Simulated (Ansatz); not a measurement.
Consider a crystal of Zr₂W in space group P-6m2 (No. 187), with Zr on 1a and 1d; W on 1f. A trial structure of Zr₂W was built thus: ordered superstructure of omega (sublattice all; occupants of the shared sites, in ratio, Zr: 2, W: 1).

All numbers below come from DFT PBE, scalar-relativistic, plane waves, PAW in Ansatz. Cutoff 420 eV, Γ-centred mesh, Gaussian smearing, no spin polarisation.

Formation energies are uncorrected and refer to the elements' standard structures at the same level.

Question: Give the relaxed lattice parameters and positions.

Answer:

Space group P-6m2 (No. 187). a = 4.957 Å, b = 4.957 Å, c = 2.861 Å, α = 90.00°, β = 90.00°, γ = 120.00°
```tsv
atom	site	symmetry	x	y	z
Zr	1a	-6m2	0.0000	0.0000	0.0000
Zr	1d	-6m2	0.3333	0.6667	0.5000
W	1f	-6m2	0.6667	0.3333	0.5000
```

Zr on its first site has 2 Zr at 2.86 Å, 6 Zr at 3.20 Å and 6 W at 3.20 Å; around Zr on its second site lie 2 Zr at 2.86 Å, 3 W at 2.86 Å and 6 Zr at 3.20 Å; W is surrounded by 2 W at 2.86 Å, 3 Zr at 2.86 Å and 6 Zr at 3.20 Å. Another local minimum with the same sites may exist.

Question: And its energy and gap?

Answer: The energy over the elements is +0.33 eV/atom and the gap on the 12×12×16 mesh of the 3-atom cell is 0 eV (a metal). The separate elements lie lower, so it is unstable against them.

The last run used Gaussian smearing of 0.10 eV. These runs have no spin–orbit coupling, which can matter for W. The cell is a metal run without spin; a magnetic state may lie lower. Symmetry constrained the relaxation, so the result can be a saddle point.
